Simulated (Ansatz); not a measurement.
YRh:
```yaml
crystal:
  lattice:
    - [3.35119, 0.00000, 0.00000]
    - [0.00000, 3.35119, 0.00000]
    - [0.00000, 0.00000, 3.35119]
  atoms:
    - { symbol: Y, position: [0.50000, 0.50000, 0.50000] }
    - { symbol: Rh, position: [0.00000, 0.00000, 0.00000] }
```

Relaxed with LDA. Special points in fractions of this cell's reciprocal vectors: Γ (0.000, 0.000, 0.000); X (0.000, 0.500, 0.000); M (0.500, 0.500, 0.000); R (0.500, 0.500, 0.500).

### Question
List the band energies nearest the Fermi level at these points for LDA in the plane-wave PAW code Ansatz.

### Answer
In eV from the Fermi level; about four levels below and three above (degenerate sets whole), none deeper than 8.9 eV; points with the same levels are listed once.

| k | below | above |
|---|---|---|
| Γ | -4.20 -4.20 -1.78 -1.78 -1.78 | 2.28 2.28 6.20 6.20 6.20 |
| X | -2.51 -1.90 -1.90 -1.41 | 0.27 0.51 2.35 2.35 |
| M | -3.98 -2.82 -2.82 -0.72 | 0.23 1.99 1.99 |
| R | -1.14 -1.14 -1.14 -0.67 -0.67 | 5.13 7.17 7.17 |

Space group Pm-3m (CsCl type). The first step of the workflow began from a Materials Project structure, measured or hypothetical; the Crystallography Open Database files this formula in space group No. 221, but the cells were not matched. Its standing as an ambient phase is unchecked. Symmetry was held in the LDA relaxation; of distortions, only those at the zone centre were tested. The run is not spin-polarised. Scalar-relativistic: spin–orbit coupling is off unless named, which matters more the heavier the elements.

Potentials: the later of the program's two PAW sets.
